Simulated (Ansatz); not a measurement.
NbRh (L1₀ or tetragonal B2, P4/mmm) at seven volumes, r²SCAN (plane waves, PAW; program Ansatz), shape and atoms relaxed at each. One row is withheld.

```tsv
V (Å³/atom)	P (GPa)
14.223	27.06
14.692	16.54
15.161	7.61
15.630	0.00
16.099	?
16.568	-12.04
17.037	-16.75
```

Q: Fit the shown pressures and predict the withheld one.

A: P = (3/2)B₀(x^(7/2) − x^(5/2))[1 + (3/4)(B′ − 4)(x − 1)] with x = (V₀/V)^(2/3). Least squares on the six rows gives V₀ = 15.630 Å³/atom, B₀ = 234 GPa, B′ = 4.31. At V = 16.099, x = 0.9805 and P = -6.49 GPa. The run itself gave -6.50 GPa.

The workflow started from an entry of the Crystallography Open Database (COD), which files this formula under 2 space groups. Its standing as an ambient phase is unchecked. Symmetry was held in the r²SCAN relaxation; whether a distortion lowers the energy is not shown. No spin polarisation was allowed.

Potentials: the later of the program's two PAW sets.
